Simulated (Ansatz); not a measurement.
Input and command of a calculation in Ansatz (plane waves; scalar-relativistic PAW potentials unless the input names others):

```yaml
crystal:
  lattice:
    - [0.0, 2.6749058446, 2.6749058446]
    - [2.6749058446, 0.0, 2.6749058446]
    - [2.6749058446, 2.6749058446, 0.0]
  atoms:
    - { symbol: Si, position: [0.5, 0.5, 0.5], spin: 2.0 }
    - { symbol: Si, position: [0.75, 0.75, 0.75] }
basis:
  ecutwfc: 420
kpoints:
  mp_grid: { grid: [12, 12, 12] }
hamiltonian:
  xc: lda
scf:
  occupations: { method: fixed }
  max_iter: 75
output:
  forces: true
  eigenvalues: true
  stress: true
```

```bash
ansatz run input.yaml --threads 1 --pin off --max-ram 3072MiB --backend cpu --events-out ev --progress --plain --runs-dir out
```

**Question.** Will this input run?

**Answer.** The program refuses it, because of a moment without spin polarisation (crystal.atoms[0].spin: not typed → 2.0). Without that key it is accepted.

Abridged log:
```
Error: inconsistent input (magnetization.spin_polarized): false but per-atom `spin:`, `per_species`, `initial_magnetization`, `magnetic_field`, or `spin_locking` is set
```